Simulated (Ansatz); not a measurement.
GdCoSi with kpoints.mp_grid.grid, scf.max_iter changed

All numbers are calculated (PBEsol, collinear spin, no spin-orbit coupling; Ansatz, PAW set soft_2, 420 eV, k-mesh 8×8×6), not measured. These are the settings of the reference run.

Cell:

```
Co Gd Si
1.0
     3.90070    0.00000    0.00000
     0.00000    3.90070    0.00000
     0.00000    0.00000    6.72845
Co Gd Si
2 2 2
Direct
  0.00000 0.00000 0.00000
  0.50000 0.50000 0.00000
  0.00000 0.50000 0.32263
  0.50000 0.00000 0.67737
  0.00000 0.50000 0.81651
  0.50000 0.00000 0.18349
```

The reference run of this cell is solved again as a single point with these keys changed:

| key | reference run | changed run |
| --- | --- | --- |
| kpoints.mp_grid.grid | [8, 8, 6] | [0, 8, 6] |
| scf.max_iter | not typed | 75 |

Question: Does this change matter?

Answer: It is refused before the calculation starts. Message: Error: invalid value for `kpoints.mp_grid.grid`: each dimension must be in 1..=255
